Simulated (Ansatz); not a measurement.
CdTe:
```
CdTe
1.0
    0.00000     3.27891     3.27891
    3.27891     0.00000     3.27891
    3.27891     3.27891     0.00000
Te Cd
1 1
Direct
  0.75000   0.75000   0.75000
  0.00000   0.00000   0.00000
```

Relaxed with r²SCAN.

Q: Map the electron localisation function on the plane through (0.750, 0.750, 0.750) spanned by u = [1, 0, 0] and v = [-1, 1, 1] in lattice vectors, from DFT-r²SCAN in the program Ansatz with PAW potentials.

A: x is the fraction of u, y of v (the angle between them is 90°; rows are the nearest grid lines); atoms in the plane: Te at (0.00, 0.00), Cd at (0.50, 0.25).
```
|@ .-=+*#+-::::-+#*+=-. @|
|...-++**+-:..:-+**++-...|
|:-=++***=-....-=***++=-:|
|=+++***+=:....:=+***+++=|
|******+-:......:-+******|
|##**++-:........:-++**##|
|===-::............::-===|
|--::................::--|
|........................|
|........................|
|........................|
|........................|
|.........::::::.........|
|......::::::::::::......|
|.....:::::----:::::.....|
|....:::-==++++==-:::....|
|--:::::-=+*##*+=-:::::--|
|===-:::-=*#%%#*=-:::-===|
|###*=-:-=+#%%#+=-:-=*###|
|**##*=::-+****+-::=*##**|
|=++**#+:::-==-:::+#**++=|
|:-=+*#*=::::::::=*#*+=-:|
|...-+*#*+-::::-+*#*+-...|
|@ .-=+*#+-::::-+#*+=-. @|
```
Scale: ten equal steps from -0.110 (start of ' ') to 1.00 (end of '@'), in the order ' .:-=+*#%@'; x runs from 0.000 to 1.00, y from 0.000 (bottom) to 1.00 (top).

The density is the valence pseudo-density with augmentation charge, so density and ELF within about 1 Å of a nucleus are not all-electron values.

Space group F-43m (zinc blende). Symmetry was held in the r²SCAN relaxation. Scalar-relativistic: spin–orbit coupling is off unless named, which matters more the heavier the elements.

Potentials: the later of the program's two PAW sets.
